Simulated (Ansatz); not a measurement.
One crystal and one scan (scan of one atom of the cell) at two levels, PBE (plane waves to 420 eV, PAW, scalar-relativistic; Ansatz, a first-principles code) and r2SCAN (plane waves to 500 eV, PAW, scalar-relativistic; Ansatz), each from its own relaxed cell and on its own mesh. The cell shown is that of PBE.

Starting cell, ZnSe (zinc blende):

```
ZnSe
1.0
    0.00000     2.86650     2.86650
    2.86650     0.00000     2.86650
    2.86650     2.86650     0.00000
Se Zn
1 1
Cartesian
  4.29975   4.29975   4.29975
  0.00000   0.00000   0.00000
```

Scan: atom 1 (Se, nearest neighbour Zn at 2.482 Å; its periodic images, 4.1 Å or more away, move with it) is displaced towards the nearest neighbour, direction (0.577, 0.577, 0.577) in Cartesian axes, by s. The other atoms stay.

Energies are smeared free energies. ZnSe was relaxed with its symmetry unable to fall. (PBE) Left out: 1 of 11 points, with atoms too close for the PAW data. (r2SCAN) Left out: 1 of 11 points, with atoms too close for the PAW data. Percentages come from the unrounded values. Both scans cover s from -0.740 to 0.592 Å.

Results of PBE:

- Lattice constant a (Å): 5.733
- Energy at s = 0.592 Å (meV/cell): 2160
- Force along the line at s = -0.740 Å (eV/Å): 0.457
- Force constant k = d²E/ds² at s = 0 (finite differences) (eV/Å²): 4.96
- Zone-centre optical wavenumber from k (transverse: no LO-TO term) (cm⁻¹): 194
- Symmetry of the curve: not even: the positive side lies higher at ±0.592 Å
- Shape of the curve: a single well with its minimum at or next to zero displacement

What does r2SCAN give for the same quantities?


```json
[
 {"quantity": "Lattice constant a (Å)", "r2SCAN": "5.665", "PBE − r2SCAN": "+0.068 (+1.2 %)"},
 {"quantity": "Energy at s = 0.592 Å (meV/cell)", "r2SCAN": "2416", "PBE − r2SCAN": "-256 (-11 %)"},
 {"quantity": "Force along the line at s = -0.740 Å (eV/Å)", "r2SCAN": "0.468", "PBE − r2SCAN": "-0.011 (-2.3 %)"},
 {"quantity": "Force constant k = d²E/ds² at s = 0 (finite differences) (eV/Å²)", "r2SCAN": "5.47", "PBE − r2SCAN": "-0.51 (-9.4 %)"},
 {"quantity": "Zone-centre optical wavenumber from k (transverse: no LO-TO term) (cm⁻¹)", "r2SCAN": "204", "PBE − r2SCAN": "-10 (-5 %)"}
]
```

PBE gives the higher value for: lattice constant a. PBE gives the lower value for: energy at s = 0.592 Å; force along the line at s = -0.740 Å; force constant k = d²E/ds² at s = 0; zone-centre optical wavenumber from k. Both give the same symmetry of the curve: not even: the positive side lies higher at ±0.592 Å. Neither level is exact: the differences show how much the result hangs on the functional.

(For displaced atoms, the force is minus the slope of the energy, and its curvature is a force constant, which sets phonon frequencies.)
